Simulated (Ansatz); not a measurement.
ZnSiP2 (chalcopyrite, space group No. 122), DFT-r²SCAN in the program Ansatz with PAW potentials, all energies at zero smearing, with the estimated change up to a 700 eV cutoff added, with one set of potentials and settings (totals compare only within such a set). Cell of 8 atoms (2 Zn, 2 Si, 4 P): -10969.370 eV.

| element | reference phase | E (eV/atom) |
|---|---|---|
| Zn | P6_3/mmc, 2 atoms in the cell | -3325.6729 |
| Si | Fd-3m, 2 atoms in the cell | -639.0667 |
| P | Cmce, 4 atoms in the cell | -759.1646 |

Formation energy per atom, worked out: (-10969.370 − 2×(-3325.6729) − 2×(-639.0667) − 4×(-759.1646))/8 = -0.404 eV/atom (-39 kJ per mol of atoms), at 0 K, without zero-point energy or fitted corrections.

Space group I-42d (chalcopyrite). Symmetry was held in the r²SCAN relaxation. The references are the lowest solids computed at this level, not always the standard phases.

Potentials: the later of the program's two PAW sets.
